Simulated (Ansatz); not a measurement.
## TaSi$_{2}$: from a starting cell to a relaxed one

The start is a generated trial cell of TaSi2 in the CrSi2 structure type. Cell shape, volume and atoms are optimised at zero target pressure with PBEsol (plane waves to 420 eV, PAW, scalar-relativistic; Ansatz, a program for electronic structure). The first steps use a coarse 6×6×4 k-mesh.

The start:
```
CELL_PARAMETERS angstrom
      4.72061     0.00000     0.00000
     -2.36030     4.08817     0.00000
      0.00000     0.00000     6.78950
ATOMIC_POSITIONS crystal
  Ta 0.50000 0.00000 0.00000
  Ta 0.50000 0.50000 0.33333
  Ta 0.00000 0.50000 0.66667
  Si 0.16559 0.33118 0.00000
  Si 0.83441 0.16559 0.33333
  Si 0.66882 0.83441 0.66667
  Si 0.83441 0.66882 0.00000
  Si 0.16559 0.83441 0.33333
  Si 0.33118 0.16559 0.66667
```

Task: What pressure does the first self-consistent step give?

Result: -4 GPa (negative: the cell is under tension).

Task: Which atoms feel the largest initial force, and how large is it?

Result: About 0.5 eV/Å, on Si4, Si5, Si6, Si7, Si8, Si9 (atoms numbered as listed).

Task: How much energy is released per atom?

Result: 0.03 eV/atom.

Task: How do the shortest distances between atoms change?

Result: The closest pairs of elements (up to four, under 3.6 Å), start → end: Si–Si 2.64 → 2.55 Å; Si–Ta 2.64 → 2.60 Å; Ta–Ta 3.27 → 3.23 Å.

The space group stays P6₂22 (No. 180) (the run could not lower it); the end is AFLOW prototype AB2_hP9_180_d_j (C40, as in CrSi2), with 9 atoms in the primitive cell. Final values are on a 11×11×7 k-mesh of the relaxed cell. No spin polarisation in the result. The relaxed primitive cell holds an odd number of electrons. A magnetic state may lie lower.

The run could not lose the symmetry of its start; a randomly shaken copy of 9 atoms returns to this structure.

The first start was generated by placing the elements on the sites of a structure type. A measured structure of TaSi2 has the same space group, P6₂22 (No. 180); the sites were not compared with it. Another known form has space group No. 181.
